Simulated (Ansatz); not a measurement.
Relaxed-ion elastic tensor of YN (CsCl type, Pm-3m) in GPa (Voigt order), PBEsol (plane waves, PAW; program Ansatz); density 6.60 g/cm³, 12.94 Å³ per atom.

```csv
,1,2,3,4,5,6
1,462,11.3,11.3,0.0,0.0,0.0
2,11.3,462,11.3,0.0,0.0,0.0
3,11.3,11.3,462,0.0,0.0,0.0
4,0.0,0.0,0.0,-78.6,0.0,0.0
5,0.0,0.0,0.0,0.0,-78.6,0.0
6,0.0,0.0,0.0,0.0,0.0,-78.6
```

Q: Is the crystal mechanically stable?

A: No: the smallest eigenvalue of C is -78.6 GPa.

The start of the workflow was typed in or built on a structure type; neither database checked (COD, Materials Project) lists it. COD files the formula under space group No. 225, so this cell is another polymorph or a model. Its standing as an ambient phase is unchecked. The PBEsol relaxation kept the symmetry of its start. At this level the phase is dynamically unstable (imaginary phonons). No spin polarisation was allowed. As this level gives no gap, shear constants depend on the k-mesh and smearing (Fermi–Dirac, 0.1 eV here).

Potentials: the later of the program's two PAW sets.
